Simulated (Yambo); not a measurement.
Consider the following.

```
CdO2H2
1.0
    3.54331     0.00000     0.00000
   -1.77166     3.06860     0.00000
    0.00000     0.00000     4.58517
H O Cd
2 2 1
Cartesian
  1.77166   1.02287   2.51231
  0.00000   2.04573   2.07286
  1.77166   1.02287   3.48149
  0.00000   2.04573   1.10367
  0.00000   0.00000   0.00000
```

Workflow: norm-conserving PBEsol (Quantum ESPRESSO, 102 Ry, scalar-relativistic), then G0W0 in Yambo (6×6×4 Γ-centred k mesh, bands 5 to 79 and a 7 Ry block in the screening, 79 bands in G with the Bruneval-Gonze terminator, plasmon pole fitted at 27.2 eV).

Question: Give the PBEsol and G0W0 gaps between the band edges found on this mesh, and say where the edges lie.

Answer: Edges: M → Γ. PBEsol: 1.59 eV; G0W0: 3.30 eV. Convergence of the G0W0 settings was not tested. Spin-orbit splittings are left out.

Geometry relaxed with PBE+D3(BJ).

The structure is a Materials Project entry; no match was found in the copy of COD used, and its stability was not checked.
